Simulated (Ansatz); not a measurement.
**Trial structures of Sn3As: starts and ends**

The calculation used DFT PBE, scalar-relativistic, plane waves, PAW (Ansatz). All cells share a 420 eV cutoff and Γ-centred k meshes spaced at most about 0.3 Å⁻¹ (about 0.25 or finer for metals, 2π included). No spin polarisation in the final relaxations.

Each guess was relaxed in cell and atoms at zero pressure, within the symmetry of its start. All energies are static (0 K, no zero-point motion). Coordination counts Sn atoms around As (those within 1.25 times the shortest such distance or 1.15 times the sum of covalent radii, 1.27 where that leaves under three; a plus sign parts nearer from farther groups; the shortest distance is added where it exceeds 1.18 times the sum of covalent radii).

```
guess    made from  start group  V start (Å³/atom)             end group  V end (Å³/atom)  coordination at the end  gap on mesh (eV)  E over the lowest end (meV/atom)
    1   Sb3Au type        Im-3m               27.5                 Im-3m             27.0                     As 6                 0                                 0
    2  random cell        Fm-3m               28.7   Fm-3m (BiF3 (D0_3))             25.5        As 8+6 from 3.2 Å                 0                               115
    3   Pt3Pb type        Pm-3m               23.5  Pm-3m (Cu3Au (L1_2))             25.9         As 12 from 3.3 Å                 0                                95
    4   CdPd3 type     P6_3/mmc               25.3                     ?                ?                        ?                 ?                                 ?
```

Guess 4 as it starts:

```yaml
crystal:
  lattice:
    - [6.58901, 0.00000, 0.00000]
    - [-3.29451, 5.70625, 0.00000]
    - [0.00000, 0.00000, 5.37810]
  atoms:
    - { symbol: Sn, position: [0.32987, 0.16493, 0.75000] }
    - { symbol: Sn, position: [0.83507, 0.16493, 0.75000] }
    - { symbol: Sn, position: [0.83507, 0.67013, 0.75000] }
    - { symbol: Sn, position: [0.67013, 0.83507, 0.25000] }
    - { symbol: Sn, position: [0.16493, 0.83507, 0.25000] }
    - { symbol: Sn, position: [0.16493, 0.32987, 0.25000] }
    - { symbol: As, position: [0.66667, 0.33333, 0.25000] }
    - { symbol: As, position: [0.33333, 0.66667, 0.75000] }
```

**Question.** Fill in the missing row: what does this guess relax into, and where does it rank?

**Answer.** It ends in the Ni3Sn (D0_19) type, space group P6_3/mmc (No. 194), with a = 6.648 Å, c = 5.365 Å, 25.7 Å³/atom and no gap. It lies 89 meV/atom over the lowest end, above guess 1 and within the noise of guess 3. Counting Sn atoms around As, this end has As 12 from 3.3 Å and the lowest (guess 1) has As 6.

```xyz
8
Lattice="6.6480 0.0000 0.0000 -3.3240 5.7574 0.0000 0.0000 0.0000 5.3647" Properties=species:S:1:pos:R:3 pbc="T T T"
Sn    1.7031    0.9833    4.0235
Sn    4.9449    0.9833    4.0235
Sn    3.3240    3.7908    4.0235
Sn    1.6209    4.7741    1.3412
Sn   -1.6209    4.7741    1.3412
Sn    0.0000    1.9666    1.3412
As    3.3240    1.9191    1.3412
As    0.0000    3.8382    4.0235
```

The zero of energy is the elements' standard structures at the same level; no fitted shifts are applied. The references include grey tin.

**Question.** Is the lowest end bound against the elements?

**Answer.** No: its formation energy is +0.05 eV/atom. A positive value: parting into the elements would lower its energy.

For metals, differences of a few meV/atom aren't resolved. In Im-3m, Pm-3m, Fm-3m an odd number of electrons in the primitive cell allows no gap without spin; a larger cell or a magnetic state could open one. A magnetic state wasn't ruled out in cells without spin, among them Im-3m, Pm-3m, Fm-3m. The reference form of As is held partly by dispersion forces, which this level lacks. Cells relaxed within their symmetry can be saddle points. A lower structure may well exist outside this small set. Some types were kept out of the candidates beforehand, so the set may lack a known form.
